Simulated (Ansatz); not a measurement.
BaMg2FeH8:
```xyz
12
Lattice="4.5330 0.0000 0.0000 -2.2665 3.9257 0.0000 0.0000 0.0000 6.9106" Properties=species:S:1:pos:R:3 pbc="T T T"
Ba     0.0000     0.0000     3.4553
Mg     2.2665     1.3086     6.1432
Mg     0.0000     2.6171     0.7675
Fe     0.0000     0.0000     0.0000
H      1.0861     0.6271     0.9352
H      1.1804     3.2986     5.9754
H      3.4468     0.6271     0.9352
H     -1.1804     3.2986     5.9754
H      2.2665     2.6715     0.9352
H      0.0000     1.2542     5.9754
H      2.2665     1.3086     4.2320
H      0.0000     2.6171     2.6786
```

r²SCAN (plane waves, PAW; program Ansatz) gives a gap of 1.92 eV without spin–orbit coupling, maximum at L, minimum at M.

### Question
What happens when spin–orbit coupling is switched on?

### Answer
The gap stays essentially unchanged, to 1.92 eV; maximum at L, minimum at M.

### Question
Give the electron effective mass with spin–orbit coupling.

### Answer
0.60, 0.88, 1.00 mₑ (principal values).

### Question
Give the hole effective mass with spin–orbit coupling.

### Answer
2.3, 5.5, 13 mₑ (principal values).

Space group P-3m1. The workflow started from a Materials Project entry (that database holds measured and hypothetical structures alike); the Crystallography Open Database copy checked does not list it. Its standing as an ambient phase is unchecked. The r²SCAN relaxation kept the symmetry of its start; its stability against distortions is not shown here. The run is not spin-polarised.

Potentials: the later of the program's two PAW sets.
